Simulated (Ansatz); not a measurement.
# Frozen-phonon scan for Ti (hcp, Mg type)

Ti (hcp, Mg type)

```
CELL_PARAMETERS angstrom
      2.93914     0.00000     0.00000
     -1.46957     2.54537     0.00000
      0.00000     0.00000     4.65010
ATOMIC_POSITIONS crystal
  Ti 0.33333 0.66667 0.75000
  Ti 0.66667 0.33333 0.25000
```

A phonon eigenvector at Γ is frozen into this cell: atom i moves by Q times the vector below, so Q is the largest atomic displacement, in Å. The cell is held. It is one choice among 2 degenerate patterns.

| atom | x | y | z |
|---|---|---|---|
| Ti1 | 0.000 | -1.000 | 0.000 |
| Ti2 | 0.000 | 1.000 | 0.000 |

The numbers are results of PBE (plane waves to 420 eV, PAW, scalar-relativistic; Ansatz, a quantum-chemistry and plane-wave program), not measurements. k mesh 18×18×10 (Γ-centred), Fermi-Dirac smearing 0.05 eV. Energies are smeared free energies. Stress and pressure are positive under compression. With partly filled bands, energies and forces of such displacements shift with the k mesh and the smearing. Ti is run without spin polarisation. Ti was relaxed with its symmetry unable to fall. ΔE is measured from the undisplaced structure.

```tsv
Q (Å)	ΔE (meV/cell)	−dE/dQ from forces (eV/Å)	P (GPa)
-0.180	89	0.858	-0.6
-0.150	65	0.765	-0.4
-0.120	43	0.671	-0.2
-0.090	25	0.542	-0.1
-0.060	11	0.371	-0.1
-0.030	3	0.185	0.0
0.000	0	0.000	0.0
0.030	3	-0.177	0.0
0.060	11	-0.342	0.0
0.090	23	-0.488	-0.1
0.120	40	-0.609	-0.1
0.150	59	-0.702	-0.2
0.180	81	-0.768	-0.3
```

Read from the data:

```
Item                                                                                                                 Result
-----------------------------------------------------------  --------------------------------------------------------------
Energy at Q = 0.180 Å                                                                                           81 meV/cell
Space group of the distorted cell                                                      Cmcm (No. 63), lowered from P6_3/mmc
Symmetry of the curve                                                   not even: the negative side lies higher at ±0.180 Å
Shape of the curve                                           a single well with its minimum at or next to zero displacement
Harmonic wavenumber from the curvature (finite differences)                                                        131 cm⁻¹
Wavenumber by perturbation theory (DFPT, on another k mesh)                                                        131 cm⁻¹
```

(For displaced atoms, the force is minus the slope of the energy, and its curvature is a force constant, which sets phonon frequencies.)
